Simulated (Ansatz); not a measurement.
Relaxed-ion elastic tensor of AlN (zinc blende, space group No. 216) in GPa (Voigt order), LDA in the plane-wave PAW code Ansatz; density 3.33 g/cm³, 10.23 Å³ per atom.

```tsv
	1	2	3	4	5	6
1	300	165	165	0.0	0.0	0.0
2	165	300	165	0.0	0.0	0.0
3	165	165	300	0.0	0.0	0.0
4	0.0	0.0	0.0	187	0.0	0.0
5	0.0	0.0	0.0	0.0	187	0.0
6	0.0	0.0	0.0	0.0	0.0	187
```

### Question
Is the crystal mechanically stable?

### Answer
Yes: the smallest eigenvalue of C is 134 GPa.

### Question
Work out the Voigt, Reuss and Hill averages.

### Answer
K_V = 210, K_R = 210, K_H = 210; G_V = 139, G_R = 109, G_H = 124 GPa.

### Question
Give Young's modulus, Poisson's ratio, Pugh's ratio and the universal anisotropy index.

### Answer
E = 9KG/(3K + G) = 311 GPa; ν = 0.25; K/G = 1.69 (near the Pugh limit of 1.75, no verdict); A_U = 5G_V/G_R + K_V/K_R − 6 = 1.38.

### Question
Estimate the sound speeds and the Debye temperature.

### Answer
v_l = √((K + 4G/3)/ρ) = 10600 m/s, v_t = √(G/ρ) = 6110 m/s, mean 6790 m/s; Θ = (h/k)(3n/4πV)^(1/3) v_m = 931 K.

### Question
Give the Zener ratio and Young's modulus along [100], [110] and [111].

### Answer
A = 2C44/(C11 − C12) = 2.79; 1/E = S11 − 2(S11 − S12 − S44/2)Γ with Γ = 0, 1/4, 1/3 gives 182, 322, 433 GPa.

Space group F-43m (zinc blende). The cell was relaxed with LDA under the symmetry of its start.

Potentials: the earlier of the program's two PAW sets. The files were generated under PBE; for other functionals the program regenerates the frozen cores, and for LDA and PBEsol the local potential too.
